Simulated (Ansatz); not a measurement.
VAg$_{3}$O$_{4}$ in space group I-42m (No. 121; V on 2a, Ag on 4d, Ag on 2b, O on 8i), PBEsol in the plane-wave PAW code Ansatz, all energies at zero smearing, with the estimated change up to a 700 eV cutoff added, with one set of potentials and settings (totals compare only within such a set). Cell of 8 atoms (1 V, 3 Ag, 4 O): -27693.602 eV.

```csv
element,reference phase,E (eV/atom)
V,"Im-3m, 1 atoms in the cell",-2885.2930
Ag,"P6_3/mmc, 4 atoms in the cell",-7522.2452
O,"C2/m, 4 atoms in the cell, spin-polarised",-558.3554
```

Formation energy per atom, worked out: (-27693.602 − 1×(-2885.2930) − 3×(-7522.2452) − 4×(-558.3554))/8 = -1.019 eV/atom (-98 kJ per mol of atoms), at 0 K, without zero-point energy or fitted corrections.

The workflow started from a Materials Project entry (that database holds measured and hypothetical structures alike); the Crystallography Open Database files this formula in space group No. 121, but the cells were not matched. Its standing as an ambient phase is unchecked. The PBEsol relaxation kept the symmetry of its start; its stability against distortions is not shown here. No spin polarisation was allowed. No Hubbard U is applied. The references are the lowest solids computed at this level, not always the standard phases (solids in place of the gases).

Potentials: the later of the program's two PAW sets.
